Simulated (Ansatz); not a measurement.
# RbBi: a sublattice moved along a line

All numbers below come from DFT LDA, scalar-relativistic, plane waves, PAW in Ansatz. Settings: plane waves to 420 eV, k-mesh 10×10×12 (Γ-centred), Gaussian smearing 0.15 eV. Spin–orbit coupling is left out, which can shift energies with elements as heavy as these. No spin polarisation. Energies are free energies at this smearing, counted from the undisturbed cell; pressure is positive in compression.

Zero of the scan (as given, not relaxed at this level; it stands at -2.5 GPa, and it needn't be the usual structure):

```yaml
crystal:
  lattice:
    - [4.68527, 0.00000, 0.00000]
    - [0.00000, 4.68527, 0.00000]
    - [0.00000, 0.00000, 3.85888]
  atoms:
    - { symbol: Rb, position: [0.50000, 0.50000, 0.50000] }
    - { symbol: Bi, position: [0.00000, 0.00000, 0.00000] }
```

Every Rb atom is moved by x along the Cartesian unit vector (0.000, 0.000, 1.000); the cell and all other atoms stay fixed. The cell is metallic on the mesh throughout.

| x (Å) | ΔE (meV/cell) |
| --- | --- |
| -0.2000 | 18.4 |
| -0.1000 | 4.6 |
| 0.0000 | 0.0 |
| 0.0500 | 1.2 |
| 0.1500 | 10.4 |
| 0.1750 | 14.1 |

(1) Predict the pressure (GPa) at each point.

## Answers

(1)
| x (Å) | pressure (GPa) |
| --- | --- |
| -0.2000 | -2.4 |
| -0.1000 | -2.4 |
| 0.0000 | -2.5 |
| 0.0500 | -2.5 |
| 0.1500 | -2.4 |
| 0.1750 | -2.4 |